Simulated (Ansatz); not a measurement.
Ni:
```xyz
1
Lattice="0.0000 1.7339 1.7339 1.7339 0.0000 1.7339 1.7339 1.7339 0.0000" Properties=species:S:1:pos:R:3 pbc="T T T"
Ni     0.0000     0.0000     0.0000
```
Starting moments (μB, in the order of the atoms Ni): 0.8.

Relaxed with r²SCAN+D4. Special points in fractions of this cell's reciprocal vectors: Γ (0.000, 0.000, 0.000); X (0.500, 0.000, 0.500); U (0.625, 0.250, 0.625); K (0.375, 0.375, 0.750); L (0.500, 0.500, 0.500); W (0.500, 0.250, 0.750).

Task: List the band energies nearest the Fermi level at these points for r²SCAN+D4 in the plane-wave PAW code Ansatz.

Result: In eV from the Fermi level; about four levels below and three above (degenerate sets whole), none deeper than 8.9 eV; … stands for higher levels left out; points with the same levels are listed once.

```tsv
k	below	above
Γ ↑	-3.11 -3.11 -3.11	…
X ↑	-5.01 -1.01 -1.01 -0.97	…
U ↑	-4.45 -2.73 -1.57 -1.28	…
L ↑	-3.04 -3.04 -1.09 -1.09	…
W ↑	-3.78 -3.78 -1.80 -1.00	…
Γ ↓	-1.74 -1.74 -1.74	…
X ↓	-4.98 -3.95 -0.14	0.59 0.59 …
U ↓	-4.14 -3.54 -1.67 -0.79	0.29 …
L ↓	-4.93 -2.09 -2.09 -0.83	…
W ↓	-3.97 -2.74 -2.74 -1.05	0.59 …
```

Space group Fm-3m (fcc (Cu type)). The cell was relaxed with r²SCAN+D4 under the symmetry of its start. The final state is ferromagnetic, chosen from 3 collinear starts compared on coarse meshes (ties went to the first, and starts can fall back to one state), not a proven ground state. Textbook magnetic order: ferromagnetic. Other orbital occupations within this spin state were not tried. For itinerant 3d metals, meta-GGAs of the SCAN family and hybrids are commonly reported to give too large moments. The pairwise dispersion correction was not fitted to metals.

Potentials: the later of the program's two PAW sets.
